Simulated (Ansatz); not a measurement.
## Relaxing Ta

Theory: DFT PBEsol, scalar-relativistic, plane waves, PAW (Ansatz). (420 eV cutoff, 16×16×16 k-mesh, Gaussian smearing of 0.10 eV, no spin polarisation)

What was changed: uniaxial strain along a, with b, c and atoms relaxed: +2.0 %.

Spin–orbit coupling is left out, which can shift energies with elements as heavy as these.

Command:

```bash
ansatz run input.yaml --threads 1 --pin off --max-ram 2560MiB --backend cpu --events-out ev --progress --plain --runs-dir out
```

Input:

```yaml
crystal:
  lattice:
    - [3.3460917286, 0.0, 0.0]
    - [0.0, 3.2640796764, 0.0]
    - [0.0, 0.0, 3.2640796764]
  atoms:
    - { symbol: Ta, position: [0.0, 0.0, 0.0] }
    - { symbol: Ta, position: [0.5, 0.5, 0.5] }
basis:
  ecutwfc: 420
kpoints:
  mp_grid: { grid: [16, 16, 16] }
hamiltonian:
  xc: pbesol
scf:
  occupations: { method: gaussian, width: 0.1 }
output:
  forces: true
  stress: true
  eigenvalues: true
relax:
  adjacent_minimum: "off"
  f_tol: 0.008
  max_steps: 40
  cell: { stress_tol: 0.015, fix: [a, angles] }
```

F is the free energy. Steps run on the plane waves of an earlier cell, but the last one, and at times one on the way, on a freshly chosen basis, so a repeated geometry can differ a little in energy. The held parts of the cell keep their stress, so P needn't end at zero.

Steps:

| step | F − F(1) (eV) | largest force component (eV/Å) | V (Å³/atom) | P (GPa) |
| --- | --- | --- | --- | --- |
| 1 | 0.0000 | 0.000 | 17.825 | -1.75 |
| 2 | 0.0025 | 0.000 | 17.563 | 1.34 |
| 3 | -0.0004 | 0.000 | 17.758 | -0.99 |
| 4 | -0.0004 | 0.000 | 17.757 | -0.97 |
| 5 | -0.0004 | 0.000 | 17.757 | -0.97 |

Relaxed structure:

```xyz
2
Lattice="3.3461 0.0000 0.0000 0.0000 3.2578 0.0000 0.0000 0.0000 3.2578" Properties=species:S:1:pos:R:3 pbc="T T T"
Ta    0.0000    0.0000    0.0000
Ta    1.6730    1.6289    1.6289
```

The structure is tetragonal, space group I4/mmm (No. 139). Conventional cell: a = 3.258 Å, b = 3.258 Å, c = 3.346 Å, α = 90.00°, β = 90.00°, γ = 90.00°. Ta (site symmetry 4/mmm) is surrounded by 14 Ta at 2.85 to 3.35 Å.

The run converged. The run took 46 s on 1 thread of AMD EPYC 7R13 Processor (Zen 3), with other jobs on the host, peak memory 0.52 GiB.